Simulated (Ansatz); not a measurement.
MgO:
```yaml
crystal:
  lattice:
    - [1.48145, 0.85531, 19.76162]
    - [-1.48145, 0.85531, 19.76162]
    - [0.00000, -1.71063, 19.76162]
  atoms:
    - { symbol: Mg, position: [0.37563, 0.37563, 0.37563] }
    - { symbol: Mg, position: [0.62437, 0.62437, 0.62437] }
    - { symbol: Mg, position: [0.79230, 0.79230, 0.79230] }
    - { symbol: Mg, position: [0.20770, 0.20770, 0.20770] }
    - { symbol: Mg, position: [0.91539, 0.91539, 0.91539] }
    - { symbol: Mg, position: [0.08461, 0.08461, 0.08461] }
    - { symbol: Mg, position: [0.50000, 0.50000, 0.50000] }
    - { symbol: Mg, position: [0.00000, 0.00000, 0.00000] }
    - { symbol: O, position: [0.14615, 0.14615, 0.14615] }
    - { symbol: O, position: [0.85385, 0.85385, 0.85385] }
    - { symbol: O, position: [0.43846, 0.43846, 0.43846] }
    - { symbol: O, position: [0.56154, 0.56154, 0.56154] }
    - { symbol: O, position: [0.31288, 0.31288, 0.31288] }
    - { symbol: O, position: [0.68712, 0.68712, 0.68712] }
    - { symbol: O, position: [0.26918, 0.26918, 0.26918] }
    - { symbol: O, position: [0.73082, 0.73082, 0.73082] }
```

Relaxed with r²SCAN.

Problem. Give the Bader charges and basin volumes of the independent atoms, r²SCAN in the plane-wave PAW code Ansatz.

Solution. 

```tsv
atom	Bader charge (e)	Bader volume (Å³)
Mg1	+1.74	4.8
Mg3	+1.74	4.4
Mg5	+1.74	4.4
Mg7	+1.74	4.4
Mg8	+1.74	4.4
O9	-1.74	14.1
O11	-1.74	14.1
O13	-1.74	14.5
O15	-1.74	14.5
```

Space group R-3m. The workflow started from a Materials Project entry (that database holds measured and hypothetical structures alike); the Crystallography Open Database copy checked does not list it. It is not the phase usual at ambient conditions (space group No. 225). The r²SCAN relaxation kept the symmetry of its start; whether a distortion lowers the energy is not shown.

Potentials: the earlier of the program's two PAW sets. The files were generated under PBE; for other functionals the program regenerates the frozen cores, and for LDA and PBEsol the local potential too.
